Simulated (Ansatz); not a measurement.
Cu Kα1 powder pattern (kinematic, no thermal factors).
2θ (°) (relative intensity): 21.93 (40), 30.14 (5), 32.25 (36), 37.59 (100), 41.04 (23), 44.72 (43), 48.91 (9), 51.75 (10), 53.53 (1), 54.88 (13), 58.79 (1), 62.67 (25), 67.25 (3), 67.49 (19), 69.59 (4), 72.25 (5), 75.43 (11), 75.66 (1), 77.68 (19), 80.23 (7), 82.11 (9), 83.32 (2), 88.03 (3), 89.01 (2), 89.89 (1)

The pattern is computed from a structure relaxed with DFT PBE, scalar-relativistic, plane waves, PAW (Ansatz). No spin polarisation. Its elements are Cu, O.

Task: Give the structure.

Result: Cu3O2.
Space group R-3m:H (No. 166). a = 5.925 Å, b = 5.925 Å, c = 6.593 Å, α = 90.00°, β = 90.00°, γ = 120.00°
```tsv
atom	site	symmetry	x	y	z
Cu	9e	.2/m	0.6667	0.8333	0.3333
O	6c	3m	0.0000	0.0000	0.2369
```

A pattern alone doesn't exclude other cells with like lines; this is the one computed.

It was reached by relaxing an invented guess, and it needn't be the stable form of this composition.
